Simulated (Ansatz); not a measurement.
SrTiO₃:
```yaml
crystal:
  lattice:
    - [3.85420, 0.00000, 0.00000]
    - [0.00000, 3.85420, 0.00000]
    - [0.00000, 0.00000, 3.85420]
  atoms:
    - { symbol: Sr, position: [0.00000, 0.00000, 0.00000] }
    - { symbol: Ti, position: [0.50000, 0.50000, 0.50000] }
    - { symbol: O, position: [0.00000, 0.50000, 0.50000] }
    - { symbol: O, position: [0.50000, 0.50000, 0.00000] }
    - { symbol: O, position: [0.50000, 0.00000, 0.50000] }
```

Relaxed with LDA. Special points in fractions of this cell's reciprocal vectors: Γ (0.000, 0.000, 0.000); X (0.000, 0.500, 0.000); M (0.500, 0.500, 0.000); R (0.500, 0.500, 0.500).

List the band energies nearest the valence-band maximum at these points for DFT-LDA in the program Ansatz with PAW potentials.

In eV from the valence-band maximum; about four levels below and three above (degenerate sets whole), none deeper than 8.9 eV; points with the same levels are listed once.

```csv
k,below,above
Γ,-1.26 -1.26 -1.26 -0.32 -0.32 -0.32,1.85 1.85 1.85
X,-2.49 -2.49 -2.15 -0.72 -0.72,2.04 3.97 3.97
M,-1.69 -1.61 -1.61 -0.09,3.98 3.98 4.44
R,-3.88 -3.88 -3.88 0.00 0.00 0.00,4.71 4.71 4.71
```

Space group Pm-3m (cubic perovskite). The cell was relaxed with LDA under the symmetry of its start. At this level the phase is dynamically unstable (imaginary phonons). No spin polarisation was allowed. Scalar-relativistic: spin–orbit coupling is off unless named, which matters more the heavier the elements.

Potentials: the later of the program's two PAW sets.
